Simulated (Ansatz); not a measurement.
Here is the system:

PbS:
```cif
data_PbS
_chemical_formula_sum 'S1 Pb1'
_space_group_name_H-M_alt 'P 1'
_space_group_IT_number 1
_cell_length_a 4.62675
_cell_length_b 4.62675
_cell_length_c 4.62675
_cell_angle_alpha 60.000
_cell_angle_beta 60.000
_cell_angle_gamma 60.000
loop_
_space_group_symop_operation_xyz
  'x, y, z'
loop_
_atom_site_label
_atom_site_type_symbol
_atom_site_fract_x
_atom_site_fract_y
_atom_site_fract_z
_atom_site_occupancy
S1 S 0.25000 0.25000 0.25000 1
Pb1 Pb 0.00000 0.00000 0.00000 1
```

This is the PBEsol-relaxed structure.

All from DFT-PBEsol in the program Ansatz with PAW potentials, unless another level is named. Give the Born charges (a third of the trace).

S -2.34, Pb +2.34 e.

Predict the largest static χ(2) component.

86 pm/V.

And the electronic dielectric constant ε∞ (DFPT)?

7.43.

Space group F-43m (zinc blende). The start of the workflow was typed in or built on a structure type; neither database checked (COD, Materials Project) lists it. It is not the phase usual at ambient conditions (space group No. 225). The PBEsol relaxation kept the symmetry of its start. At this level the phase is mechanically unstable. Spin–orbit coupling is left out wherever it is not named.

Potentials: the later of the program's two PAW sets.
